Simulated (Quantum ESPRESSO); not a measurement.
Parts of the isotropic shielding in NaF, by PBE GIPAW (a modified build of Quantum ESPRESSO, JTH PAW datasets), 30 Ha, k-mesh 5×5×5 shifted:

```yaml
crystal:
  lattice:
    - [0.00000, 2.29732, 2.26304]
    - [2.29732, 0.00000, 2.26304]
    - [2.29732, 2.29732, 0.00000]
  atoms:
    - { symbol: Na, position: [0.00000, 0.00000, 0.00000] }
    - { symbol: F, position: [0.50000, 0.50000, 0.50000] }
```
The cell was made here from a computed Materials Project entry: strained by -1 % along the cube axis and by +0.5 % across it, atoms relaxed (PBE without dispersion, pw.x of Quantum ESPRESSO, symmetry kept). The parent is NaF in Fm-3m. Stability against distortions was not tested.

The core term is that of the free atom's frozen core; the paramagnetic column sums the reconstruction terms. These are absolute shieldings with no macroscopic susceptibility term; δ = σ_ref − σ needs a reference computed alike. By our sweeps, such settings leave a few ppm in absolute σ. The datasets of Na hold no d projectors, which limits absolute σ on these atoms.

```csv
site,core,bare (smooth current),diamagnetic correction,paramagnetic corrections,σ_iso (ppm)
Na (atom 1),377.3,81.6,154.9,…,…
F (atom 2),306.4,101.5,50.9,…,…
```

### Question
Some entries are withheld; supply them.

### Answer

- Na (atom 1), paramagnetic corrections: -79.9
- Na (atom 1), σ_iso (ppm): 533.9
- F (atom 2), paramagnetic corrections: -74.1
- F (atom 2), σ_iso (ppm): 384.7
